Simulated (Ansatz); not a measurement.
# Kick test of a cell of Si3Ag

It was reached by relaxing an invented guess, and it needn't be the stable form of this composition.

Method: Ansatz 0.2.0, DFT PBE, scalar-relativistic, plane waves, PAW. Cutoff 420 eV; k points 12×12×12 on the computed 4-atom cell (Γ-centred); Gaussian smearing, width 0.10 eV; no spin polarisation.

The cell below (4 atoms, space group Im-3m (No. 229)) is relaxed within its symmetry.

```yaml
crystal:
  lattice:
    - [-2.57430, 2.57430, 2.57430]
    - [2.57430, -2.57430, 2.57430]
    - [2.57430, 2.57430, -2.57430]
  atoms:
    - { symbol: Si, position: [0.00000, 0.50000, 0.50000] }
    - { symbol: Si, position: [0.50000, 0.00000, 0.50000] }
    - { symbol: Si, position: [0.50000, 0.50000, 0.00000] }
    - { symbol: Ag, position: [0.00000, 0.00000, 0.00000] }
```

For the test a repeat of it with 8 atoms (edges 4.46, 4.46, 7.28 Å) was strained at random (σ = 1.5 % a component), the atoms were moved at random (σ = 0.15 Å), and all was relaxed again on a coarse 6×6×4 mesh (in the run’s order of axes) with 0.20 eV smearing, with no symmetry imposed.

The cell is a metal run without spin; a magnetic state may lie lower.

Problem. What happens?

Solution. It returns, within 1 meV/atom of the unmoved cell on that mesh and with the same symmetry when read at 0.1 Å (P1 at 0.01 Å, so small strains and shifts remain). No instability shows in this cell; modes of other wave vectors, which need another repeat, aren't tested.
